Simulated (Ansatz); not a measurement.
# MnNiO$_{2}$ (P4/mmm): electronic heat capacity from the density of states

Computed with Ansatz 0.2.0, DFT r2SCAN, scalar-relativistic, plane waves, PAW.

Plane waves to 500 eV, a k mesh through Γ of 14×14×10 on the computed 4-atom cell and Gaussian smearing (0.10 eV); collinear spin from starting moments 4.48 1.75 0.26 0.26 μB.

Relaxed cell: P4/mmm, a = 3.064 Å, b = 3.064 Å, c = 4.237 Å, α = 90.00°, β = 90.00°, γ = 90.00°, 4 atoms in the primitive cell. Whether it is the stable form of this composition wasn't checked.

The density of states at the Fermi level is 1.494 states/eV in the cell of 4 atoms (1 formula unit; both spins, tetrahedra on a 21×21×15 mesh). The run ends with a moment of 6.69 μB a cell (largest on a site 4.07 μB), and the figure is for this state; a paramagnetic sample can have a quite different one. Another magnetic order, if the compound takes it, can change N(E_F) and the shape of the cell a good deal, and may open a gap, where γ is close to zero.

**Question.** What Sommerfeld coefficient does this give?

**Answer.** Per formula unit N(E_F) = 1.494 states/eV. γ = (π²/3) k_B² N(E_F) N_A = 2.357 mJ/(mol K²) per state/eV, so γ = 3.5 mJ/(mol K²), a mole of formula units. This is the bare band result: a measured γ of the same phase and magnetic order is as a rule larger by a factor 1 + λ from phonons and spin fluctuations. N(E_F) at one energy is sensitive to the mesh where the density of states has sharp peaks.

The state reached may not be the lowest one. Moments started parallel, and an antiferromagnetic order may lie lower.

Only this magnetic start was tried.